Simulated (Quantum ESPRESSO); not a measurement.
## W3MoSe5S3 (finding a planted mistake in a log)

A calculation, not a measurement. The program is pw.x of Quantum ESPRESSO 7.5 (plane-wave density functional theory). The cell is made up: 12 atoms on a layered 2H lattice, with randomly drawn elements, strain and displacements, not relaxed. PseudoDojo standard norm-conserving files (v0.5 for PBE, v0.4.1 for LDA and PBEsol) set the functional; there is no spin polarisation, spin-orbit coupling or dispersion term, and the masses in the input are unused placeholders.

Intended input:

```
&control calculation='scf', pseudo_dir='./dojo.nc.sr.pbe.v0_5.standard.upf', outdir='./o', disk_io='low', tprnfor=.true., tstress=.true. /
&system ibrav=0, nat=12, ntyp=4, nbnd=83, ecutwfc=85.99341389, nosym=.true., tot_charge=0,
 occupations='smearing', smearing='fd', degauss=0.0018374661
/
&electrons conv_thr=7.350e-09, electron_maxstep=60, /
ATOMIC_SPECIES
Mo 1.0 Mo.upf
S 1.0 S.upf
Se 1.0 Se.upf
W 1.0 W.upf
CELL_PARAMETERS angstrom
3.2882 0.0362 0.0372
0.0627 5.6331 -0.0027
0.1486 -0.0062 13.321
ATOMIC_POSITIONS angstrom
W 0.0341 1.952 3.3937
W 1.7189 1.0247 10.0191
Mo 1.6976 4.6867 3.4045
W 0.1324 3.7603 9.975
Se 0.0571 1.8292 8.3431
Se 0.1445 1.8463 11.595
Se 1.6289 1.0178 1.7205
S 1.6675 0.8334 4.939
S 1.8044 4.599 8.2109
Se 1.8312 4.7995 11.7146
Se -0.013 3.8336 1.8114
S 0.1113 3.74 5.1032
K_POINTS automatic
7 4 2 1 1 1
```

The log is shortened where brackets say so; the opening notice, blank lines, dates and the lines on written files are dropped, and the path of the files is cut. It prints rydbergs, bohrs and kilobars, and counts compression as positive stress. Where no state is partly filled, the Fermi energy that it prints is only some level between the filled and the empty states on the mesh, and need not lie in the true gap.

Log of the intended run:

```
     Program PWSCF v.7.5
     Parallel version (MPI & OpenMP), running on       4 processor cores
     Number of MPI processes:                 4
     Threads/MPI process:                     1
     [start-up lines left out]
     bravais-lattice index     =            0
     lattice parameter (alat)  =       6.2146  a.u.
     unit-cell volume          =    1664.6806 (a.u.)^3
     number of atoms/cell      =           12
     number of atomic types    =            4
     number of electrons       =       154.00
     number of Kohn-Sham states=           83
     kinetic-energy cutoff     =      85.9934  Ry
     charge density cutoff     =     343.9737  Ry
     scf convergence threshold =      7.3E-09
     mixing beta               =       0.7000
     number of iterations used =            8  plain     mixing
     Exchange-correlation= PBE
                           (   1   4   3   4   0   0   0)
     [axes and pseudopotential details left out]
   Cartesian axes
     site n.     atom                  positions (alat units)
         1        W      tau(   1) = (   0.0103691   0.5935639   1.0319559  )
         2        W      tau(   2) = (   0.5226829   0.3115906   3.0466066  )
         3        Mo     tau(   3) = (   0.5162060   1.4251311   1.0352399  )
         4        W      tau(   4) = (   0.0402602   1.1434315   3.0331967  )
         5        Se     tau(   5) = (   0.0173630   0.5562229   2.5369688  )
         6        Se     tau(   6) = (   0.0439395   0.5614227   3.5258061  )
         7        Se     tau(   7) = (   0.4953157   0.3094925   0.5231694  )
         8        S      tau(   8) = (   0.5070532   0.2534202   1.5018505  )
         9        S      tau(   9) = (   0.5486817   1.3984633   2.4967694  )
        10        Se     tau(  10) = (   0.5568311   1.4594313   3.5621740  )
        11        Se     tau(  11) = (  -0.0039530   1.1657206   0.5508103  )
        12        S      tau(  12) = (   0.0338441   1.1372587   1.5517804  )
     number of k points=    28  Fermi-Dirac smearing, width (Ry)=  0.0018
                       cart. coord. in units 2pi/alat
        k(    1) = (   0.0699525   0.0722257   0.0609718), wk =   0.0714286
        k(    2) = (   0.0713500   0.0721510  -0.0624809), wk =   0.0714286
     [further k points left out]
     Dense  grid:   179371 G-vectors     FFT dimensions: (  40,  64, 150)
     Estimated max dynamical RAM per process >     562.19 MB
     Estimated total dynamical RAM >       2.07 GB
     Initial potential from superposition of free atoms
     starting charge     153.9966, renormalised to     154.0000
     Starting wfcs are   97 randomized atomic wfcs
     total cpu time spent up to now is        7.1 secs
     per-process dynamical memory:   408.0 Mb
     Self-consistent Calculation
     iteration #  1     ecut=    85.99 Ry     beta= 0.70
     Davidson diagonalization with overlap
     ethr =  1.00E-02,  avg # of iterations =  2.0
     Threshold (ethr) on eigenvalues was too large:
     Diagonalizing with lowered threshold
     Davidson diagonalization with overlap
     ethr =  4.80E-04,  avg # of iterations =  2.1
     total cpu time spent up to now is       39.9 secs
     total energy              =   -1874.11715794 Ry
     estimated scf accuracy    <       0.77144215 Ry
     iteration #  2     ecut=    85.99 Ry     beta= 0.70
     Davidson diagonalization with overlap
     ethr =  5.01E-04,  avg # of iterations =  9.2
     total cpu time spent up to now is       66.6 secs
     total energy              =   -1872.33935310 Ry
     estimated scf accuracy    <      23.67464694 Ry
     [iterations 3 to 19 left out]
     iteration # 20     ecut=    85.99 Ry     beta= 0.70
     Davidson diagonalization with overlap
     ethr =  1.02E-11,  avg # of iterations =  6.9
     total cpu time spent up to now is      412.2 secs
     total energy              =   -1874.53461148 Ry
     estimated scf accuracy    <       0.00000002 Ry
     iteration # 21     ecut=    85.99 Ry     beta= 0.70
     Davidson diagonalization with overlap
     ethr =  1.02E-11,  avg # of iterations =  2.3
     total cpu time spent up to now is      427.4 secs
     End of self-consistent calculation
     [lines on levels left out]
     the Fermi energy is    11.8863 ev
!    total energy              =   -1874.53461148 Ry
     estimated scf accuracy    <          5.2E-09 Ry
     smearing contrib. (-TS)   =      -0.00000000 Ry
     internal energy E=F+TS    =   -1874.53461148 Ry
     The total energy is F=E-TS. E is the sum of the following terms:
     one-electron contribution =   -1230.14909408 Ry
     hartree contribution      =     662.49046329 Ry
     xc contribution           =    -381.13318957 Ry
     ewald contribution        =    -925.74279112 Ry
     convergence has been achieved in  21 iterations
     Forces acting on atoms (cartesian axes, Ry/au):
     atom    1 type  4   force =    -0.01705916   -0.05467004    0.07936975
     atom    2 type  4   force =     0.03268695   -0.11457311   -0.07859948
     atom    3 type  1   force =    -0.02613562    0.02077515    0.10076998
     atom    4 type  4   force =     0.01569209    0.04313588   -0.06189954
     atom    5 type  3   force =     0.01794082    0.02236887   -0.04304058
     atom    6 type  3   force =    -0.04283322    0.05150718    0.08172276
     atom    7 type  3   force =     0.01975217   -0.00817300   -0.00101962
     atom    8 type  2   force =    -0.00152184    0.06584673   -0.01528651
     atom    9 type  2   force =    -0.00436665    0.03059827    0.11842729
     atom   10 type  3   force =    -0.01940878   -0.03314264   -0.01654686
     atom   11 type  3   force =     0.04315664   -0.02049667   -0.08986117
     atom   12 type  2   force =    -0.01790340   -0.00317663   -0.07403602
     Total force =     0.314532     Total SCF correction =     0.000339
     Computing stress (Cartesian axis) and pressure
          total   stress  (Ry/bohr**3)                   (kbar)     P=        8.20
   0.00004444  -0.00016819  -0.00029998            6.54      -24.74      -44.13
  -0.00016819   0.00009563   0.00008316          -24.74       14.07       12.23
  -0.00029998   0.00008316   0.00002716          -44.13       12.23        4.00
     init_run     :      6.75s CPU      7.07s WALL (       1 calls)
     electrons    :    412.57s CPU    420.29s WALL (       1 calls)
     forces       :      3.16s CPU      3.21s WALL (       1 calls)
     stress       :     10.61s CPU     10.86s WALL (       1 calls)
     [timing details left out]
     PWSCF        :   7m13.23s CPU   7m21.70s WALL
     JOB DONE.
```

A second run was made from an input with one planted mistake. Its log:

```
     Program PWSCF v.7.5
     Parallel version (MPI & OpenMP), running on       4 processor cores
     Number of MPI processes:                 4
     Threads/MPI process:                     1
     [start-up lines left out]
     bravais-lattice index     =            0
     lattice parameter (alat)  =       6.2146  a.u.
     unit-cell volume          =    1664.6806 (a.u.)^3
     number of atoms/cell      =           12
     number of atomic types    =            4
     number of electrons       =       155.00
     number of Kohn-Sham states=           84
     kinetic-energy cutoff     =      85.9934  Ry
     charge density cutoff     =     343.9737  Ry
     scf convergence threshold =      7.3E-09
     mixing beta               =       0.7000
     number of iterations used =            8  plain     mixing
     Exchange-correlation= PBE
                           (   1   4   3   4   0   0   0)
     [axes and pseudopotential details left out]
   Cartesian axes
     site n.     atom                  positions (alat units)
         1        W      tau(   1) = (   0.0103691   0.5935639   1.0319559  )
         2        W      tau(   2) = (   0.5226829   0.3115906   3.0466066  )
         3        Mo     tau(   3) = (   0.5162060   1.4251311   1.0352399  )
         4        W      tau(   4) = (   0.0402602   1.1434315   3.0331967  )
         5        Se     tau(   5) = (   0.0173630   0.5562229   2.5369688  )
         6        Se     tau(   6) = (   0.0439395   0.5614227   3.5258061  )
         7        Se     tau(   7) = (   0.4953157   0.3094925   0.5231694  )
         8        S      tau(   8) = (   0.5070532   0.2534202   1.5018505  )
         9        S      tau(   9) = (   0.5486817   1.3984633   2.4967694  )
        10        Se     tau(  10) = (   0.5568311   1.4594313   3.5621740  )
        11        Se     tau(  11) = (  -0.0039530   1.1657206   0.5508103  )
        12        S      tau(  12) = (   0.0338441   1.1372587   1.5517804  )
     number of k points=    28  Fermi-Dirac smearing, width (Ry)=  0.0018
                       cart. coord. in units 2pi/alat
        k(    1) = (   0.0699525   0.0722257   0.0609718), wk =   0.0714286
        k(    2) = (   0.0713500   0.0721510  -0.0624809), wk =   0.0714286
     [further k points left out]
     Dense  grid:   179371 G-vectors     FFT dimensions: (  40,  64, 150)
     Estimated max dynamical RAM per process >     566.33 MB
     Estimated total dynamical RAM >       2.08 GB
     Initial potential from superposition of free atoms
     starting charge     153.9966, renormalised to     155.0000
     Starting wfcs are   97 randomized atomic wfcs
     total cpu time spent up to now is        9.1 secs
     per-process dynamical memory:   410.7 Mb
     Self-consistent Calculation
     iteration #  1     ecut=    85.99 Ry     beta= 0.70
     Davidson diagonalization with overlap
     ethr =  1.00E-02,  avg # of iterations =  2.0
     total cpu time spent up to now is       29.3 secs
     total energy              =   -1872.35695707 Ry
     estimated scf accuracy    <       1.76145557 Ry
     iteration #  2     ecut=    85.99 Ry     beta= 0.70
     Davidson diagonalization with overlap
     ethr =  1.14E-03,  avg # of iterations = 10.4
     total cpu time spent up to now is       61.1 secs
     total energy              =   -1866.24993134 Ry
     estimated scf accuracy    <      94.97557322 Ry
     [iterations 3 to 19 left out]
     iteration # 20     ecut=    85.99 Ry     beta= 0.70
     Davidson diagonalization with overlap
     ethr =  4.10E-11,  avg # of iterations =  4.6
     total cpu time spent up to now is      423.8 secs
     total energy              =   -1873.60353173 Ry
     estimated scf accuracy    <       0.00000001 Ry
     iteration # 21     ecut=    85.99 Ry     beta= 0.70
     Davidson diagonalization with overlap
     ethr =  8.30E-12,  avg # of iterations =  6.2
     total cpu time spent up to now is      443.4 secs
     End of self-consistent calculation
     [lines on levels left out]
     the Fermi energy is    12.7871 ev
!    total energy              =   -1873.60353173 Ry
     estimated scf accuracy    <          2.0E-09 Ry
     smearing contrib. (-TS)   =      -0.00083566 Ry
     internal energy E=F+TS    =   -1873.60269607 Ry
     The total energy is F=E-TS. E is the sum of the following terms:
     one-electron contribution =   -1229.00083879 Ry
     hartree contribution      =     663.18159677 Ry
     xc contribution           =    -382.04066293 Ry
     ewald contribution        =    -925.74279112 Ry
     convergence has been achieved in  21 iterations
     Forces acting on atoms (cartesian axes, Ry/au):
     atom    1 type  4   force =    -0.01502753   -0.03367497    0.07741010
     atom    2 type  4   force =     0.03054301   -0.10234884   -0.06334658
     atom    3 type  1   force =    -0.03095261   -0.00044063    0.08631018
     atom    4 type  4   force =     0.01749383    0.03372728   -0.05827451
     atom    5 type  3   force =     0.01739138    0.02471413   -0.05239485
     atom    6 type  3   force =    -0.04223685    0.04992119    0.08377877
     atom    7 type  3   force =     0.01968506   -0.00894579   -0.00699160
     atom    8 type  2   force =    -0.00111824    0.06532918   -0.00988857
     atom    9 type  2   force =    -0.00453538    0.02482899    0.09658090
     atom   10 type  3   force =    -0.01893632   -0.03076355   -0.00618227
     atom   11 type  3   force =     0.04301950   -0.01643653   -0.09668264
     atom   12 type  2   force =    -0.01532584   -0.00591047   -0.05031892
     Total force =     0.285369     Total SCF correction =     0.000293
     Computing stress (Cartesian axis) and pressure
          total   stress  (Ry/bohr**3)                   (kbar)     P=      121.02
   0.00076786  -0.00016841  -0.00029137          112.96      -24.77      -42.86
  -0.00016841   0.00080830   0.00008177          -24.77      118.90       12.03
  -0.00029137   0.00008177   0.00089185          -42.86       12.03      131.20
     init_run     :      8.68s CPU      9.05s WALL (       1 calls)
     electrons    :    426.59s CPU    434.33s WALL (       1 calls)
     forces       :      3.36s CPU      3.41s WALL (       1 calls)
     stress       :     10.89s CPU     11.16s WALL (       1 calls)
     [timing details left out]
     PWSCF        :   7m29.65s CPU   7m38.23s WALL
     JOB DONE.
```

Question: what was wrong in the second input?

Answer: the cell has the wrong charge. The input lines that differ, file-writing options aside:

```
- &system ibrav=0, nat=12, ntyp=4, nbnd=83, ecutwfc=85.99341389, nosym=.true., tot_charge=0,
+ &system ibrav=0, nat=12, ntyp=4, nbnd=84, ecutwfc=85.99341389, nosym=.true., tot_charge=-1,
```

```
                                            intended run  run with the mistake
                          free energy (eV)    -25504.343            -25491.675
                    smearing term -TS (eV)        0.0000               -0.0114
                            pressure (GPa)          0.82                 12.10
            largest force component (eV/Å)         3.045                 2.631
largest change of a force component (eV/Å)                               0.610
                                iterations            21                    21
```

For scale, a rerun of the intended cell at a cutoff of 1467 eV and k mesh 9 x 6 x 4 moved values by no more than 0.003 eV in energy, 0.03 GPa in stress and 0.005 eV/Å in force. The charged cell sits in a uniform background, so its energy and stress rest on the program's zero of potential. The number of bands, nbnd, was set by rule from the electron count and the smearing, so it follows the mistake.